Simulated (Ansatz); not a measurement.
Mg (hcp, Mg type)

```
CELL_PARAMETERS angstrom
      6.37284     0.00000     0.00000
     -1.59321     2.75952     0.00000
      0.00000     0.00000     5.22378
ATOMIC_POSITIONS crystal
  Mg 0.16667 0.66667 0.75000
  Mg 0.66667 0.66667 0.75000
  Mg 0.33333 0.33333 0.25000
  Mg 0.83333 0.33333 0.25000
```

The atoms are displaced by Q × the pattern below (from a DFPT mode at M = (0.5, 0.0, 0.0), largest move 1; Q in Å), at fixed cell. It is one choice among 2 degenerate patterns. (q is in reciprocal vectors of the primitive cell; the cell shown is doubled to hold the pattern.)

| atom | x | y | z |
|---|---|---|---|
| Mg1 | 0.000 | 0.000 | -1.000 |
| Mg2 | 0.000 | 0.000 | 1.000 |
| Mg3 | 0.000 | 0.000 | -1.000 |
| Mg4 | 0.000 | 0.000 | 1.000 |

Level of theory: PBE (plane waves to 420 eV, PAW, scalar-relativistic; Ansatz, an electronic-structure program). k mesh 17×17×9 (Γ-centred), Fermi-Dirac smearing 0.05 eV. The energy includes the smearing's −TS. With partly filled bands, energies and forces of such displacements shift with the k mesh and the smearing. Mg was relaxed with its symmetry unable to fall. The zero of ΔE is the undisplaced structure. The last digit holds for this mesh only.

```csv
Q (Å),ΔE (meV/cell)
-0.2800,withheld
-0.2333,178.2
-0.1867,109.1
-0.1400,59.1
-0.0933,25.5
-0.0467,6.3
0.0000,0.0
0.0467,6.3
0.0933,25.5
0.1400,59.1
0.1867,109.1
0.2333,178.2
0.2800,withheld
```

**Question.** Fit an even polynomial form (powers 2, 4) to the given rows and predict ΔE at Q = 0.2800.

**Answer.** Least squares on the 11 given rows: ΔE = (2870)·Q² + (7422)·Q⁴, in meV/cell with Q in Å; root-mean-square residual 0.03 meV/cell. At 0.2800 the fit gives 270.6 meV/cell; the calculation gives 269.8 meV/cell, so the extrapolation is off by 0.8 (+0.3 %). The quadratic term alone would give 225.0 meV/cell.

(For displaced atoms, the force is minus the slope of the energy, and its curvature is a force constant, which sets phonon frequencies.)
